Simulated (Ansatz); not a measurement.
# Computed energy over volume and axial ratio: Lu (hcp, Mg type)

Lu (hcp, Mg type), conventional cell a = b = 3.5044 Å, c = 5.4515 Å, α = β = 90.00°, γ = 120.00°. The calculation uses the primitive cell of 2 atoms, to which meshes and values per cell refer.

Two coordinates are scanned: the volume, and the ratio of the stretch along z (the conventional c axis) to the stretch across it. Atoms keep their fractional coordinates.

These are r2SCAN (plane waves to 500 eV, PAW, scalar-relativistic; Ansatz, an electronic-structure program) values and carry that method's errors. k mesh 15×15×9 (Γ-centred), Fermi-Dirac smearing 0.05 eV. Energies are smeared free energies. Compression counts positive. With partly filled bands, the response to shear is sensitive to the k mesh, so small differences along c/a are uncertain. Lu is run without spin polarisation. Lu was relaxed with its symmetry unable to fall. The PAW data are Ansatz's earlier set. The zero of ΔE is the relaxed starting cell.

ΔE (meV/atom), with V/V₀ across and (c/a)/(c/a)₀ down:

```
(c/a)/(c/a)₀ \ V/V₀  0.960  0.973  0.987  1.000  1.013  1.027  1.040
-------------------  -----  -----  -----  -----  -----  -----  -----
0.960                   14     11      8      8      9     11     15
0.973                   10      6      4      3      4      7     10
0.987                    8      4      2      1      2      4      8
1.000                    7      3      1      0      1      3      6
1.013                    8      4      2      1      1      3      7
1.027                   11      7      4      3      4      5      9
1.040                   15     11      8      7      7      9     12
```

σxx (GPa), with V/V₀ across and (c/a)/(c/a)₀ down:

```csv
(c/a)/(c/a)₀ \ V/V₀,0.960,0.973,0.987,1.000,1.013,1.027,1.040
0.960,0.9,0.2,-0.5,-1.2,-1.8,-2.3,-2.8
0.973,1.3,0.6,-0.1,-0.8,-1.4,-2.0,-2.5
0.987,1.7,1.0,0.3,-0.4,-1.0,-1.6,-2.1
1.000,2.1,1.4,0.7,0.0,-0.6,-1.2,-1.8
1.013,2.6,1.8,1.1,0.4,-0.3,-0.9,-1.4
1.027,2.9,2.2,1.4,0.8,0.1,-0.5,-1.1
1.040,3.3,2.5,1.8,1.1,0.5,-0.2,-0.8
```

Read from the data:

- Modulus against c/a change at fixed volume, (3/4V)·∂²E/∂(ln c/a)² (fit, atoms clamped): 38 GPa
- Lowest place on the grid: V/V₀ = 1.000, (c/a)/(c/a)₀ = 1.000 (0 meV/atom)
- Highest place on the grid: V/V₀ = 0.960, (c/a)/(c/a)₀ = 1.040 (15 meV/atom)

(A scan under strain: stresses follow from slopes of the energy per volume, elastic moduli from its curvatures.)
